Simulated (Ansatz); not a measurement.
TiSi$_{2}$: from a starting cell to a relaxed one

The start is a relaxed TiSi2 cell displaced along its unstable phonon at q = (½, 0, 0) of its primitive reciprocal cell (22i cm⁻¹), largest move 0.15 Å. A full variable-cell relaxation at zero pressure is run with PBEsol (plane waves to 420 eV, PAW, scalar-relativistic; Ansatz, a program for electronic structure). The first steps use a coarse 4×7×7 k-mesh.

Starting cell:
```
CELL_PARAMETERS angstrom
      6.01456    -6.56832     0.00000
      3.00728     3.28416     0.00000
      0.00000     0.00000     5.04204
ATOMIC_POSITIONS crystal
  Ti 0.34176 0.28083 0.75000
  Ti 0.84361 0.34843 0.75000
  Ti 0.15824 0.71917 0.25000
  Ti 0.65639 0.65157 0.25000
  Si 0.09195 0.22440 0.00200
  Si 0.60370 0.16691 0.99800
  Si 0.40805 0.77560 0.50200
  Si 0.89630 0.83309 0.49800
  Si 0.09195 0.22440 0.49800
  Si 0.60370 0.16691 0.50200
  Si 0.40805 0.77560 0.99800
  Si 0.89630 0.83309 0.00200
```

### Question
Which atoms feel the largest initial force, and how large is it?

### Answer
0.11 eV/Å, on Si6, Si8, Si10, Si12 (atoms numbered as listed).

### Question
How much energy is released per atom?

### Answer
0.27 eV/atom.

### Question
How does the volume per atom move from start to end?

### Answer
-5.8 %, from 16.60 to 15.64 Å³/atom.

### Question
Is the parent structure recovered?

### Answer
It does not go back: it reaches Pmmn (No. 59), 0.27 eV/atom below the parent.

### Question
How do the shortest distances between atoms change?

### Answer
The closest pairs of elements (up to four, under 3.6 Å), start → end: Si–Si 2.35 → 2.35 Å; Si–Ti 2.51 → 2.57 Å; Ti–Ti 3.37 → 3.54 Å.

Final values are on a 13×9×10 k-mesh of the relaxed cell. No spin polarisation in the result.

The run could not lose the symmetry of its start: the end is stationary, and may be a saddle point rather than a minimum.

Of the parent cell (Cmcm (No. 63)): The first start was generated by placing the elements on the sites of a structure type. Materials Project lists a structure of TiSi2 in the same space group, Cmcm (No. 63); the sites were not compared with it, nor with measured phases.

The relaxed structure here is a generated cell of TiSi2: the first start was made by placing the elements on the sites of a structure type, and the end was not matched to a known phase here, so it may be hypothetical. Known forms of TiSi2 include space group No. 63, 70.
